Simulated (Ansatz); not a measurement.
**MgH₂: ²⁵Mg NMR of the central transition**

Cell: a computed structure from the Materials Project (it need not be an observed phase) whose atoms were relaxed with PBE, the cell held.

Space group P4_2/mnm (No. 136); a = 4.4767, c = 2.9925 Å.

| site | Wyckoff | site symmetry | x | y | z |
| --- | --- | --- | --- | --- | --- |
| Mg | 2a | m.mm | 0.5000 | 0.5000 | 0.5000 |
| H | 4f | m.2m | 0.6956 | 0.6956 | 0.0000 |

One atom of each set is listed.

Level of theory: DFT, r2SCAN, plane waves and PAW, scalar-relativistic, 500 eV cutoff, Γ-centred 6×6×9 k-points, Fermi–Dirac smearing 0.02 eV (Ansatz 0.2.0).

²⁵Mg has I = 5/2 and Q = 199.4 mb (Pyykkö 2018); at 18.8 T its Larmor frequency is ν₀ = 49.0 MHz. Only the quadrupole interaction is simulated: positions count from each site's isotropic chemical shift, and J coupling is left out, as are shift anisotropy and dipolar coupling, which fast spinning averages.

Q: Simulate the second-order pattern (fast magic-angle spinning, Gaussian broadening 0.1 kHz) of site Mg (6 H at 1.93–1.94 Å).

A: The calculation gives C_Q = 3.09 MHz and η = 0.90, so ν_Q = 0.464 MHz and the centre of gravity lies at -30.4 ppm (-1.49 kHz).

(offset (kHz), height): (-3.507, 0), (-3.387, 1), (-3.267, 7), (-3.148, 15), (-3.028, 18), (-2.909, 18), (-2.789, 19), (-2.670, 20), (-2.550, 21), (-2.430, 23), (-2.311, 24), (-2.191, 26), (-2.072, 28), (-1.952, 34), (-1.833, 64), (-1.713, 96), (-1.594, 100), (-1.474, 90), (-1.354, 66), (-1.235, 55), (-1.115, 48), (-0.996, 43), (-0.876, 40), (-0.757, 37), (-0.637, 34), (-0.517, 32), (-0.398, 30), (-0.278, 29), (-0.159, 28), (-0.039, 20), (0.080, 2), (0.200, 0)
